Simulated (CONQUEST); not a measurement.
Band structure of SnO (P4/nmm, 4 atoms in the cell; from Materials Project mp-2097).

```xyz
4
Lattice="3.8137 0.0000 0.0000 0.0000 3.8137 0.0000 0.0000 0.0000 4.8869" Properties=species:S:1:pos:R:3 pbc="T T T"
Sn     0.0000     1.9068     1.1502
Sn     1.9068     0.0000     3.7367
O      1.9068     1.9068     0.0000
O      0.0000     0.0000     0.0000
```

Level of theory: PBE, numerical atomic orbitals double-zeta with polarisation (the shipped basis), PseudoDojo norm-conserving potentials made for PBE in CONQUEST.

Settings: basis = DZP; Diag.MPMeshX, Y, Z = 8 8 6; potentials = PseudoDojo norm-conserving PBE; Grid.GridCutoff = 140 Ha; DM.SolutionMethod = diagon; Diag.SmearingType = 1; Diag.kT = 0.001837 Ha; Diag.GammaCentred = true; Diag.MPOrder = 0; minE.SCTolerance = 1.0e-06; SC.MaxIters = 100; SC.LinearMixingFactor = 0.3; SC.KerkerPreCondition = true; SC.KerkerFactor = 0.1 1/bohr.

The program uses no crystal symmetry, so grid and mesh can part values that symmetry would make equal. The atom-centred basis is finite, which shifts total energies, pressures, gaps and forces against plane waves. The structure comes from a collection of computed structures, made at another level of theory; the collection holds predicted forms beside known ones.

Problem. Predict the gap along the standard path and the places of the band edges.

Solution. The gap along the path is 0.16 eV, from Γ to M; the smallest direct gap on it is 1.97 eV.

Points are given in units of this cell's reciprocal vectors. Levels in eV from the top of the valence band on the SCF mesh, bands 17 to 21:
```tsv
point	17	18	19	20	21
Γ (0 0 0)	-3.41	-3.10	-3.10	0.00	2.00
X (0 0.5 0)	-4.79	-4.79	-2.62	-2.62	3.17
M (0.5 0.5 0)	-2.42	-2.42	-1.82	-1.82	0.16
Z (0 0 0.5)	-3.23	-3.12	-3.12	-2.14	1.65
R (0 0.5 0.5)	-4.76	-4.76	-1.66	-1.66	2.58
A (0.5 0.5 0.5)	-2.60	-2.60	-2.42	-2.42	2.44
```

Higher empty bands are left out: an atom-centred basis made for the valence describes them poorly.
